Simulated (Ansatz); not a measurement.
# Putting Li into P

The calculation used Ansatz, DFT PBE+D3(BJ), scalar-relativistic, plane waves, PAW.

Settings: cutoff 420 eV, Γ-centred mesh 12×12×8 on the computed 4-atom cell, Gaussian smearing of 0.10 eV; no spin polarisation for the host; each changed cell takes a mesh and smearing chosen by its own gap and starts from the host's moments or customary ones, or runs without spin. Cells and atoms are relaxed to the nearest stationary point that keeps the symmetry of their start (forces under 0.02 to 0.04 eV/Å, stress under 0.1 to 0.2 GPa); energies are at zero smearing, without zero-point or thermal terms.

Relaxed host (gap on the mesh 0 eV):

```
P
1.0
     1.66036   -5.08715    0.00000
     1.66036    5.08715    0.00000
     0.00000    0.00000    4.16529
P
4
Cartesian
  1.6604 -4.0024 0.2992
  1.6604 -1.0848 2.3818
  1.6604 4.0024 3.8661
  1.6604 1.0848 1.7835
```

Cases: (1) 2 Li in a 1×1×1 repeat of the cell, at (0.000 0.000 0.500), (0.500 0.500 0.000) in fractions of that repeat, 2.01 Å from the nearest atom of the relaxed host; (2) 1 Li in a 1×1×2 repeat of the cell, at (0.000 0.000 0.250) in fractions of that repeat, 2.01 Å from the nearest atom of the relaxed host.

Task: Give the energy per Li taken from Li metal (negative: uptake is favourable), the mean voltage, the swelling and the final surroundings.

Result:
```csv
case,formula,energy per Li (eV),mean voltage (V),ΔV (%),principal strains (%),nearest host atoms of the first Li,gap (eV)
1,LiP2,-0.61,0.61,+27.9,+41.1 -0.8 -8.6,8 (P) from 2.60 Å,0
2,LiP8,-0.80,0.80,+10.1,+18.5 -2.7 -4.6,6 (P) from 2.64 Å,0
```

Each ion keeps what symmetry its start has, so a lower place off a symmetric site can be missed, above all for H.

Voltages count 1 electron per Li and hold for the ions inside the host, not for its break-up into other phases.

Relaxed structure of case 2, the lowest per ion:

Space group C2/m (No. 12). a = 10.178 Å, b = 3.232 Å, c = 9.549 Å, α = 90.00°, β = 99.57°, γ = 90.00°
```csv
atom,site,symmetry,x,y,z
P,4i,m,0.1699,0.0000,0.7538
P,4i,m,0.0536,0.0000,0.2984
P,4i,m,0.3228,0.0000,0.0839
P,4i,m,0.4034,0.0000,0.5420
Li,2a,2/m,0.0000,0.0000,0.0000
```

In LiP2, LiP8 a bond of the host changes by more than 0.6 Å or the volume by a third: the framework has rearranged or swollen or shrunk strongly, and the figure may no longer describe a topotactic step.

Cost: 3 runs of about 8.4 core-minutes in all, on Arm Neoverse V1 (shared hosts).